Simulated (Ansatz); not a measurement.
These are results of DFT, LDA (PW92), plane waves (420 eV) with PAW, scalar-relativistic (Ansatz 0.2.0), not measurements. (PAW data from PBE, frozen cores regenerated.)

An element in the omega (AlB2-type) structure gives this curve. The cell is scaled uniformly from the relaxed one, with fractional coordinates and shape fixed. Energies are extrapolated to zero smearing, pressures are those at the given smearing. Magnetic state: spin not included.

| V (Å³/atom) | E − E₀ (meV/atom) | P (GPa) |
| --- | --- | --- |
| 84.557 | 13.7 | 0.38 |
| 88.401 | 6.0 | 0.24 |
| 92.244 | 1.6 | 0.11 |
| 96.088 | 0.0 | 0.01 |
| 99.931 | 0.8 | -0.08 |
| 103.775 | 3.5 | -0.16 |
| 107.618 | 8.0 | -0.22 |

Question: Which element is it?
A. strontium
B. lanthanum
C. caesium
D. calcium

Answer: C. Its fit is V₀ = 96.69 Å³/atom, B₀ = 2.4 GPa, B₀′ = 3.0.
